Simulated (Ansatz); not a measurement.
TaS$_{2}$:
```
CELL_PARAMETERS angstrom
      5.82017     0.00000     0.00000
      0.00000     6.18738     0.00000
      0.00000     0.00000     3.35004
ATOMIC_POSITIONS crystal
  Ta 0.00000 0.00000 0.00000
  Ta 0.50000 0.50000 0.50000
  S  0.26715 0.31807 0.00000
  S  0.76715 0.18193 0.50000
  S  0.23285 0.81807 0.50000
  S  0.73285 0.68193 0.00000
```

Relaxed with PBE. Special points in fractions of this cell's reciprocal vectors: Γ (0.000, 0.000, 0.000); X (0.500, 0.000, 0.000); S (0.500, 0.500, 0.000); Y (0.000, 0.500, 0.000); Z (0.000, 0.000, 0.500); U (0.500, 0.000, 0.500); R (0.500, 0.500, 0.500); T (0.000, 0.500, 0.500).

### Question
List the band energies nearest the Fermi level at these points for PBE in the plane-wave PAW code Ansatz.

### Answer
In eV from the Fermi level; about four levels below and three above (degenerate sets whole), none deeper than 8.9 eV; points with the same levels are listed once.

```tsv
k	below	above
Γ	-1.27 -1.13 -0.83 -0.69	0.58 0.59 0.71
X	-1.65 -1.65 -0.48 -0.48	1.48 1.48 1.82 1.82
S	-1.32 -1.32 -1.32 -1.32	0.67 0.67 2.58 2.58
Y	-1.75 -1.75 -0.36 -0.36	1.51 1.51 1.92 1.92
Z	-3.20 -3.20 -2.69 -2.69	0.97 0.97 1.64 1.64
U	-1.63 -1.63 -0.54 -0.54	1.68 1.68 2.69 2.69
R	-2.24 -2.24 -1.90 -1.90	0.56 0.56 0.60 0.60
T	-2.21 -2.21 -0.79 -0.79	2.06 2.06 2.69 2.69
```

Space group Pnnm. A made-up cell: these elements were put on the sites of a structure type; neither database checked (COD, Materials Project) lists it. It is not the phase usual at ambient conditions (space group No. 164). Symmetry was held in the PBE relaxation; whether a distortion lowers the energy is not shown. No spin polarisation was allowed. Scalar-relativistic: spin–orbit coupling is off unless named, which matters more the heavier the elements.

Potentials: the later of the program's two PAW sets.
